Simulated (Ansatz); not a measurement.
HgTe:
```yaml
crystal:
  lattice:
    - [0.00000, 3.32534, 3.32534]
    - [3.32534, 0.00000, 3.32534]
    - [3.32534, 3.32534, 0.00000]
  atoms:
    - { symbol: Te, position: [0.75000, 0.75000, 0.75000] }
    - { symbol: Hg, position: [0.00000, 0.00000, 0.00000] }
```

Relaxed with PBE. Special points in fractions of this cell's reciprocal vectors: Γ (0.000, 0.000, 0.000); X (0.500, 0.000, 0.500); U (0.625, 0.250, 0.625); K (0.375, 0.375, 0.750); L (0.500, 0.500, 0.500); W (0.500, 0.250, 0.750).

Q: List the band energies nearest the Fermi level at these points for PBE (plane waves, PAW; program Ansatz).

A: In eV from the Fermi level; about four levels below and three above (degenerate sets whole), none deeper than 8.9 eV; points with the same levels are listed once.

```json
[
 {"k": "Γ", "below": "-0.93 -0.02 -0.02 -0.02", "above": "4.37 4.37 4.37"},
 {"k": "X", "below": "-6.11 -4.99 -1.94 -1.94", "above": "1.90 2.70 7.89"},
 {"k": "U", "below": "-6.04 -4.99 -2.50 -1.61", "above": "2.22 4.02 6.98"},
 {"k": "L", "below": "-6.22 -4.96 -0.84 -0.84", "above": "0.69 5.11 5.11"},
 {"k": "W", "below": "-5.99 -5.04 -2.25 -2.21", "above": "2.88 4.68 5.24"}
]
```

Space group F-43m (zinc blende). Symmetry was held in the PBE relaxation; phonons on a q-mesh show no instability. The Fermi level of a semimetal is unsure by some 0.05 eV on such meshes. Spin–orbit coupling is left out wherever it is not named.

Potentials: the later of the program's two PAW sets.
